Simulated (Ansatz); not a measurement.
# Response of GaIr to small distortions

```
CELL_PARAMETERS angstrom
3.00400 0.00000 0.00000
0.00000 3.00400 0.00000
0.00000 0.00000 3.00400
ATOMIC_POSITIONS crystal
Ga 0.00000 0.00000 0.00000
Ir 0.50000 0.50000 0.50000
```

Atoms are numbered in the order listed.

The cell is COD entry 1523837, as deposited and not checked against the literature; nothing was relaxed.

No spin–orbit coupling, which matters for the heavy atoms here.

All numbers below come from DFT, PBEsol, all-electron LAPW, scalar-relativistic (Ansatz 0.2.0).

Numerical set-up: a Γ-centred 12×12×12 k mesh, Fermi–Dirac smearing of 0.05 eV, basis error target 0.25 meV/atom, no spin polarisation.

The unchanged cell is at 4.04 GPa.

In a metal, stresses and small energies carry noise from the k mesh.

x, y and z are the Cartesian axes of the cell as listed; fractional coordinates follow a strain, and an engineering shear is twice the off-diagonal strain component.

Question: One change gave: energy change +1 meV/atom; stress change (xx, yy, zz, yz, xz, xy) 0.09, 0.09, 0.09, 0.84, 0.84, 0.84 GPa, compression positive. Which change was it?
A. equal xy, yz and zx engineering shear strains of -2 %
B. equal xy, yz and zx engineering shear strains of +1 %
C. equal xy, yz and zx engineering shear strains of +2 %
D. equal xy, yz and zx engineering shear strains of -1 %

Answer: D. For equal xy, yz and zx engineering shear strains of -2 %: energy change +5 meV/atom; stress change (xx, yy, zz, yz, xz, xy) 0.37, 0.37, 0.37, 1.88, 1.88, 1.88 GPa, compression positive. For equal xy, yz and zx engineering shear strains of +1 %: energy change +1 meV/atom; stress change (xx, yy, zz, yz, xz, xy) 0.08, 0.08, 0.08, -0.76, -0.76, -0.76 GPa, compression positive. For equal xy, yz and zx engineering shear strains of +2 %: energy change +4 meV/atom; stress change (xx, yy, zz, yz, xz, xy) 0.32, 0.32, 0.32, -1.48, -1.48, -1.48 GPa, compression positive.
